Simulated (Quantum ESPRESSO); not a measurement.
**Band energies of Ga2O3**

```
CELL_PARAMETERS angstrom
      2.49947     1.44307     4.48129
     -2.49947     1.44307     4.48129
      0.00000    -2.88614     4.48129
ATOMIC_POSITIONS crystal
  O  0.75000 0.44722 0.05278
  O  0.25000 0.55278 0.94722
  O  0.05278 0.75000 0.44722
  O  0.94722 0.25000 0.55278
  O  0.44722 0.05278 0.75000
  O  0.55278 0.94722 0.25000
  Ga 0.85578 0.85578 0.85578
  Ga 0.14422 0.14422 0.14422
  Ga 0.64422 0.64422 0.64422
  Ga 0.35578 0.35578 0.35578
```

norm-conserving PBE (stringent potentials; Quantum ESPRESSO, 114 Ry, without SOC); path ΓLB1,BZΓX,QFP1Z,LP; energies in eV from the valence-band maximum.

| k (1/Å) | point | band 56 | band 57 | band 58 | band 59 | band 60 | band 61 | band 62 | band 63 |
|---|---|---|---|---|---|---|---|---|---|
| 0.00 | Γ | -0.32 | -0.32 | -0.32 | -0.25 | -0.25 | 2.82 | 6.68 | 6.82 |
| 0.19 |  | -0.54 | -0.49 | -0.38 | -0.19 | -0.11 | 3.34 | 6.62 | 7.04 |
| 0.38 |  | -0.69 | -0.61 | -0.55 | -0.19 | -0.04 | 4.38 | 6.51 | 7.31 |
| 0.57 |  | -1.00 | -0.80 | -0.70 | -0.19 | -0.08 | 5.49 | 6.47 | 6.96 |
| 0.76 | L | -1.19 | -0.97 | -0.97 | -0.15 | -0.15 | 6.41 | 6.41 | 6.73 |
| 1.16 |  | -1.05 | -0.47 | -0.47 | -0.28 | -0.28 | 6.48 | 6.48 | 7.01 |
| 1.36 | B1 | -0.99 | -0.57 | -0.57 | -0.34 | -0.34 | 6.70 | 6.70 | 7.24 |
| 1.36 | B | -0.99 | -0.57 | -0.57 | -0.34 | -0.34 | 6.70 | 6.70 | 7.24 |
| 1.58 |  | -1.02 | -0.67 | -0.67 | -0.46 | -0.46 | 6.61 | 6.61 | 7.65 |
| 2.02 | Z | -1.47 | -0.30 | -0.30 | -0.30 | -0.30 | 5.86 | 5.86 | 7.88 |
| 2.25 |  | -0.75 | -0.35 | -0.35 | -0.25 | -0.25 | 4.77 | 6.54 | 7.05 |
| 2.49 |  | -0.46 | -0.36 | -0.36 | -0.20 | -0.20 | 3.53 | 6.73 | 6.79 |
| 2.72 | Γ | -0.32 | -0.32 | -0.32 | -0.25 | -0.25 | 2.82 | 6.68 | 6.82 |
| 3.09 |  | -1.02 | -0.59 | -0.26 | -0.22 | 0.00 | 4.32 | 6.45 | 7.39 |
| 3.28 |  | -1.29 | -0.66 | -0.27 | -0.26 | -0.03 | 5.38 | 6.31 | 7.20 |
| 3.46 |  | -0.95 | -0.69 | -0.37 | -0.35 | -0.14 | 6.27 | 6.36 | 6.88 |
| 3.65 | X | -0.67 | -0.62 | -0.50 | -0.48 | -0.18 | 6.50 | 6.61 | 7.17 |
| 3.65 | Q | -0.67 | -0.62 | -0.50 | -0.48 | -0.18 | 6.50 | 6.61 | 7.17 |
| 3.98 | F | -1.01 | -0.86 | -0.70 | -0.25 | -0.15 | 6.54 | 6.74 | 7.58 |
| 3.98 | P1 | -0.99 | -0.71 | -0.61 | -0.49 | -0.31 | 6.57 | 7.05 | 7.15 |
| 4.12 |  | -0.99 | -0.72 | -0.69 | -0.51 | -0.42 | 6.52 | 6.68 | 7.59 |
| 4.26 |  | -0.89 | -0.75 | -0.71 | -0.40 | -0.40 | 6.26 | 6.30 | 7.81 |
| 4.55 | Z | -1.47 | -0.30 | -0.30 | -0.30 | -0.30 | 5.86 | 5.86 | 7.88 |
| 4.55 | L | -1.19 | -0.97 | -0.97 | -0.15 | -0.15 | 6.41 | 6.41 | 6.73 |
| 4.68 |  | -1.01 | -0.93 | -0.79 | -0.25 | -0.15 | 6.33 | 6.48 | 6.77 |
| 4.80 |  | -0.97 | -0.78 | -0.58 | -0.38 | -0.26 | 6.34 | 6.60 | 6.92 |
| 5.04 | P | -0.99 | -0.71 | -0.61 | -0.49 | -0.31 | 6.57 | 7.05 | 7.15 |

The PBE gap is indirect, 2.82 eV, from 40 % of the way from Γ to X to Γ; the smallest direct gap is 3.07 eV.

Spin-orbit splittings are left out.

Geometry relaxed with PBEsol.

This is not the ordinary phase of the substance.
